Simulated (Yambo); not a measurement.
Yambo run on K2Pt (space group Fm-3m, No. 225). The wavefunctions are PBEsol (pw.x of Quantum ESPRESSO, ONCV potentials, with spin-orbit coupling) ones on a 2×2×2 mesh (36 occupied bands); a = 5.2837 Å, b = 5.2837 Å, c = 5.2837 Å, α = 60.00°, β = 60.00°, γ = 60.00°.

Yambo input:

```
rim_cut
HF_and_locXC
RandQpts= 1000000
RandGvec= 1 Ry
EXXRLvcs= 84 Ry
VXCRLvcs= 336 Ry
% QPkrange
 1 | 1 | 36 | 37 |
 2 | 2 | 34 | 38 |
 3 | 3 | 36 | 37 |
%
```

k points by index: 1 = Γ, 2 = L, 3 = X.

Resulting energies as the program prints them:

```
#    K-point    Band    Eo [eV]    Ehf [eV]    Vxc [eV]    Vnlxc [eV]
#
    1    36    -0.029342    -4.358918    -18.87917    -23.20875
    1    37    2.742266    6.987748    -9.070224    -4.824742
    2    34    -0.088701    -4.208315    -18.44581    -22.56542
    2    35    -0.079337    -4.348795    -18.63824    -22.90770
    2    36    -0.079337    -4.348795    -18.63824    -22.90770
    2    37    0.972207    4.304156    -7.227017    -3.895068
    2    38    0.972207    4.304156    -7.227017    -3.895068
    3    36    0.000000    -4.222122    -18.90350    -23.12562
    3    37    1.193284    4.858523    -7.979653    -4.314414
```
Exchange alone, without screening.

Geometry relaxed with PBEsol.

The structure is a Materials Project entry; no match was found in the copy of COD used, and its stability was not checked.
